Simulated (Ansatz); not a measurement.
Harmonic vibrational thermodynamics of Si (diamond, Fd-3m) at fixed volume, plane-wave PAW LDA (Ansatz code). The rows extrapolate the 0 K crystal and know nothing of melting or changes of phase.

```tsv
T (K)	F_vib (meV/atom)	S (J/K per mol of atoms)	C_V (J/K per mol of atoms)
50	61.2	[?]	[?]
100	59.9	4.3	7.7
200	51.2	12.4	15.8
300	34.6	19.6	19.9
400	11.0	[?]	[?]
600	-52.3	[?]	[?]
800	-131.9	41.7	24.1
1000	-224.2	47.1	24.4
```

**Question.** Fill in the missing entries.

**Answer.** 
- 50, C_V (J/K per mol of atoms): 2.6
- 50, S (J/K per mol of atoms): 0.9
- 400, C_V (J/K per mol of atoms): 21.8
- 400, S (J/K per mol of atoms): 25.6
- 600, S (J/K per mol of atoms): 34.9
- 600, C_V (J/K per mol of atoms): 23.5

The LDA relaxation kept the symmetry of its start.

Potentials: the earlier of the program's two PAW sets. The files were generated under PBE; for other functionals the program regenerates the frozen cores, and for LDA and PBEsol the local potential too.
